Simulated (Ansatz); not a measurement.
CuI:
```
CuI
1.0
    4.16824     0.00000     0.00000
   -2.08412     3.60980     0.00000
    0.00000     0.00000     9.64289
Cu I
3 3
Direct
  0.49978   0.49978   0.50000
  0.50022   0.00000   0.83333
  0.00000   0.50022   0.16667
  0.49994   0.49994   0.00000
  0.50006   0.00000   0.33333
  0.00000   0.50006   0.66667
```

Relaxed with PBE+D3(BJ). Special points in fractions of this cell's reciprocal vectors: Γ (0.000, 0.000, 0.000); M (0.500, 0.000, 0.000); K (0.333, 0.333, 0.000); A (0.000, 0.000, 0.500); L (0.500, 0.000, 0.500); H (0.333, 0.333, 0.500).

List the band energies nearest the valence-band maximum at these points for DFT-PBE+D3(BJ) in the program Ansatz with PAW potentials.

In eV from the valence-band maximum; about four levels below and three above (degenerate sets whole), none deeper than 8.9 eV; points with the same levels are listed once.

```tsv
k	below	above
Γ	-1.30 -1.30 -0.60 -0.55 -0.55	0.69 2.73 2.73
M	-1.54 -1.43 -1.22 -1.12	1.56 2.17 2.42
K	-1.75 -1.75 -1.65 -1.26 -1.26	1.52 2.65 2.65
A	-1.32 -1.32 -1.17 0.00	2.03 2.03 2.70
L	-1.51 -1.38 -1.37 -1.20	1.33 2.30 2.77
H	-1.82 -1.82 -1.44 -0.85	2.65 2.80 2.80
```

Space group P6_422. The start of the workflow was typed in or built on a structure type; neither database checked (COD, Materials Project) lists it. It is not the phase usual at ambient conditions (space group No. 216). Symmetry was held in the PBE+D3(BJ) relaxation; its stability against distortions is not shown here. The workflow began spin-polarised and lost its moments. The volume moved by -32 % from the start of the relaxation. Point labels and valley counts follow the cell and symmetry of the run, lower than the named group. Scalar-relativistic: spin–orbit coupling is off unless named, which matters more the heavier the elements.

Potentials: the later of the program's two PAW sets.
